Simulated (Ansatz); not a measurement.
AlP (zinc blende, F-43m), plane-wave PAW LDA (Ansatz code): ε∞ = 8.33, cell volume 40.11 Å³. Infrared-active transverse modes:

| ω_TO (cm⁻¹) | oscillator strength S_xx (e²/amu) |
|---|---|
| 440.2 | 0.3410 |

### Question
Compute the static dielectric constant.

### Answer
Each mode adds (4.921e7/V) S/ω²: 2.16. So ε0 = 10.5.

### Question
What LO frequency does the Lyddane–Sachs–Teller relation give?

### Answer
ω_LO = ω_TO √(ε0/ε∞) = 494 cm⁻¹.

The cell was relaxed with LDA under the symmetry of its start; phonons on a q-mesh show no instability.

Potentials: the earlier of the program's two PAW sets.
